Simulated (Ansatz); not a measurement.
Starting structure, H over the place (0/4, 2/4) of the surface cell, its height relaxed (GdN, Fm-3m (No. 225)):

```yaml
crystal:
  lattice:
    - [3.52451, 0.00000, 0.00000]
    - [-1.76225, 3.05231, 0.00000]
    - [0.00000, 0.00000, 26.19437]
  atoms:
    - { symbol: Gd, position: [0.33333, 0.66667, 0.32450] }
    - { symbol: N, position: [0.66667, 0.33333, 0.37943] }
    - { symbol: Gd, position: [0.00000, 0.00000, 0.43436] }
    - { symbol: N, position: [0.33333, 0.66667, 0.47921] }
    - { symbol: Gd, position: [0.66667, 0.33333, 0.54583] }
    - { symbol: N, position: [0.00000, 0.00000, 0.57533] }
    - { symbol: H, position: [0.00000, 0.50000, 0.62343] }
```

The calculation used DFT PBE, scalar-relativistic, plane waves, PAW (Ansatz 0.2.0). Plane waves to 420 eV, a k mesh through Γ of 9×9×1 on the computed 7-atom cell and Gaussian smearing (0.10 eV); collinear spin with starting moments 7.7 -0.1 7.5 -0.3 7.2 -0.7 1.0 μB. The cell repeats along c with a dipole correction in the vacuum.

Atoms 1, 2, 3, 4, 5, 6 (counted from 1) are held. Atom 7 may move along c only. The cell is fixed. Force threshold 0.02 eV/Å.

**Question.** Where does it end?

**Answer.** The energy falls by 0.227 eV in 5 steps, to:

```yaml
crystal:
  lattice:
    - [3.52451, 0.00000, 0.00000]
    - [-1.76225, 3.05231, 0.00000]
    - [0.00000, 0.00000, 26.19437]
  atoms:
    - { symbol: Gd, position: [0.33333, 0.66667, 0.32450] }
    - { symbol: N, position: [0.66667, 0.33333, 0.37943] }
    - { symbol: Gd, position: [0.00000, 0.00000, 0.43436] }
    - { symbol: N, position: [0.33333, 0.66667, 0.47921] }
    - { symbol: Gd, position: [0.66667, 0.33333, 0.54583] }
    - { symbol: N, position: [0.00000, 0.00000, 0.57533] }
    - { symbol: H, position: [0.00000, 0.50000, 0.61116] }
```

The state reached may not be the lowest one. Spin-orbit coupling is left out, which matters for the bands of heavy elements. Without a Hubbard U the f levels lie too near the Fermi level, so gaps, band edges and the localisation of f electrons are unreliable. Semilocal functionals without U can misjudge the magnetic state of such a slab.
